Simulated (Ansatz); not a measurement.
Relaxed-ion elastic tensor of Cu (fcc (Cu type), space group No. 225) in GPa (Voigt order), PBEsol (plane waves, PAW; program Ansatz); density 9.33 g/cm³, 11.31 Å³ per atom.

```
 210   147   147   0.0   0.0   0.0
 147   210   147   0.0   0.0   0.0
 147   147   210   0.0   0.0   0.0
 0.0   0.0   0.0  93.8   0.0   0.0
 0.0   0.0   0.0   0.0  93.8   0.0
 0.0   0.0   0.0   0.0   0.0  93.8
```

**Question.** Is the crystal mechanically stable?

**Answer.** Yes: the smallest eigenvalue of C is 62.2 GPa.

**Question.** Work out the Voigt, Reuss and Hill averages.

**Answer.** K_V = 168, K_R = 168, K_H = 168; G_V = 68.7, G_R = 51.9, G_H = 60.3 GPa.

**Question.** Give Young's modulus, Poisson's ratio, Pugh's ratio and the universal anisotropy index.

**Answer.** E = 9KG/(3K + G) = 162 GPa; ν = 0.34; K/G = 2.79 (ductile by the Pugh limit of 1.75); A_U = 5G_V/G_R + K_V/K_R − 6 = 1.62.

**Question.** Estimate the sound speeds and the Debye temperature.

**Answer.** v_l = √((K + 4G/3)/ρ) = 5160 m/s, v_t = √(G/ρ) = 2540 m/s, mean 2850 m/s; Θ = (h/k)(3n/4πV)^(1/3) v_m = 379 K.

**Question.** Give the Zener ratio and Young's modulus along [100], [110] and [111].

**Answer.** A = 2C44/(C11 − C12) = 3.02; 1/E = S11 − 2(S11 − S12 − S44/2)Γ with Γ = 0, 1/4, 1/3 gives 87.8, 166, 237 GPa.

Space group Fm-3m (fcc (Cu type)). Symmetry was held in the PBEsol relaxation. The run is not spin-polarised. As this level gives no gap, shear constants depend on the k-mesh and smearing (Fermi–Dirac, 0.1 eV here).

Potentials: the earlier of the program's two PAW sets. The files were generated under PBE; for other functionals the program regenerates the frozen cores, and for LDA and PBEsol the local potential too.
